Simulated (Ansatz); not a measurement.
One crystal and one scan (scan of one atom of the cell) at two levels, PBE (plane waves to 420 eV, PAW, scalar-relativistic; Ansatz, a quantum-chemistry and plane-wave program) and r2SCAN (plane waves to 500 eV, PAW, scalar-relativistic; Ansatz), each from its own relaxed cell and on its own mesh. The cell shown is that of PBE.

Starting cell, Ge (diamond):

```xyz
2
Lattice="0.0000 2.8811 2.8811 2.8811 0.0000 2.8811 2.8811 2.8811 0.0000" Properties=species:S:1:pos:R:3 pbc="T T T"
Ge     2.8811     2.8811     2.8811
Ge     4.3217     4.3217     4.3217
```

In each cell atom 2 (Ge, nearest neighbour Ge at 2.495 Å; its periodic images, 4.1 Å or more away, move with it) moves by s·(1.000, 0.000, 0.000) (along Cartesian x), the rest being held.

E stands for the smeared free energy. Ge was relaxed with its symmetry unable to fall. The PAW data are Ansatz's earlier set. As the smearing reaches across the gap at some points, energies and forces of such displacements shift with the k mesh and the smearing. With partly filled bands, energies and forces of such displacements shift with the k mesh and the smearing. Percentages come from the unrounded values.

Results of PBE:

* **Lattice constant a (Å)**: 5.762
* **Force constant k = d²E/ds² at s = 0 (finite differences) (eV/Å²)**: 10.00
* **Zone-centre optical wavenumber from k (cm⁻¹)**: 274
* **Shape of the curve**: a single well with its minimum at or next to zero displacement

Q: What does r2SCAN give for the same quantities?

A: 
| quantity | r2SCAN | PBE − r2SCAN |
|---|---|---|
| Lattice constant a (Å) | 5.673 | +0.089 (+1.6 %) |
| Force constant k = d²E/ds² at s = 0 (finite differences) (eV/Å²) | 11.53 | -1.53 (-13 %) |
| Zone-centre optical wavenumber from k (cm⁻¹) | 294 | -20 (-7 %) |

PBE gives the higher value for: lattice constant a. PBE gives the lower value for: force constant k = d²E/ds² at s = 0; zone-centre optical wavenumber from k. Both give the same shape of the curve: a single well with its minimum at or next to zero displacement. Neither level is exact: the differences show how much the result hangs on the functional.

(For displaced atoms, the force is minus the slope of the energy, and its curvature is a force constant, which sets phonon frequencies.)
